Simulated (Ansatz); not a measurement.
Below is a relaxed structure of Sn₃GeO₄. The cell was found from a structure generator's guess, not taken from experiment.

Computed with Ansatz 0.2.0, DFT PBE, scalar-relativistic, plane waves, PAW. Cutoff 420 eV, Γ-centred mesh, Gaussian smearing, no spin polarisation.

```
Sn Ge O
1.0
     5.38233    0.00000    0.00000
     0.00000    5.38233    0.00000
     0.00000    0.00000    4.96732
Sn Ge O
3 1 4
Direct
  0.00000 0.50000 0.23301
  0.50000 0.00000 0.23301
  0.50000 0.50000 0.75684
  0.00000 0.00000 0.79864
  0.75464 0.24536 0.99462
  0.24536 0.75464 0.99462
  0.75464 0.75464 0.99462
  0.24536 0.24536 0.99462
```

Formation energies are uncorrected and refer to the elements' standard structures at the same level (O₂ as a molecule). The references include grey tin.

(1) What space group does it have?

(2) How far does it lie from the elements in energy?

(3) Is it a metal?

## Answers

(1) P4mm (No. 99). Conventional cell: a = 5.382 Å, c = 4.967 Å. Sn on a site of symmetry 2mm is surrounded by 4 O at 2.24 Å; around Sn on a site of symmetry 4mm lie 4 O at 2.27 Å; Ge has 4 O at 2.11 Å; around O lie 1 Ge at 2.11 Å, 3 Sn at 2.24–2.27 Å and 4 O at 2.64–2.74 Å.

(2) −1.203 eV/atom. Whether it is stable depends on the other phases of the system, which aren't compared here.

(3) No, the gap on the 6×6×6 mesh is 0.72 eV.

The last run used a 6×6×6 mesh for its 8-atom cell and Gaussian smearing of 0.02 eV. Weakly bound directions are ill-defined at this level, which has no dispersion term. Kohn–Sham gaps at this level usually fall short of measured ones. A later test with randomly moved atoms led to a structure 35 meV/atom lower, so this end is a saddle point or a shallow minimum.
